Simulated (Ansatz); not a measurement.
Method: Ansatz 0.2.0, DFT PBE, scalar-relativistic, plane waves, PAW. Settings: cutoff 420 eV, Γ-centred meshes spaced at most about 0.3 Å⁻¹, and about 0.25 Å⁻¹ or finer for metals (2π included), Gaussian smearing. No spin polarisation in the final relaxations.

Temperature and zero-point effects are left out.

Compare these two cells of LuHfO2, each relaxed at this level.

A. Space group P6_3mc (No. 186), hexagonal, a = 3.535 Å, c = 12.079 Å. Lu has 3 O at 2.27 Å, 1 O at 2.96 Å, 3 Hf at 3.51 Å, 6 Lu at 3.54 Å, 3 O at 3.70 Å and 3 Hf at 3.78 Å; Hf is surrounded by 3 O at 2.04 Å, 1 O at 2.20 Å, 3 Lu at 3.51 Å, 6 Hf at 3.54 Å and 3 Lu at 3.78 Å; O on its first site has 3 Hf at 2.04 Å; O on its second site is surrounded by 1 Hf at 2.20 Å and 3 Lu at 2.27 Å.

B. Space group I4/mcm (No. 140), tetragonal, a = 6.183 Å, c = 6.332 Å. Lu has 8 O at 2.81 Å, 4 Hf at 3.09 Å and 2 Lu at 3.17 Å; around Hf lie 4 O at 2.13 Å, 4 Lu at 3.09 Å and 2 Hf at 3.17 Å; O is surrounded by 2 Hf at 2.13 Å and 4 Lu at 2.81 Å.

Question: Which form is favoured at zero pressure, and by what margin per atom?

Answer: A is lower, by 0.75 eV/atom. A has space group P6_3mc (No. 186), 16.3 Å³/atom and no gap on its mesh; B has space group I4/mcm (No. 140), 15.1 Å³/atom and no gap. Counting O atoms around Hf and Lu (those within 1.25 times the shortest such distance or 1.15 times the sum of covalent radii), A has Lu 3, Hf 4 and B has Lu 8, Hf 4. The lower one is the more open, so pressure narrows the difference. Both come from invented guesses.

Spin–orbit coupling, which can matter for Hf, is left out. Cells relaxed within their symmetry can be saddle points.
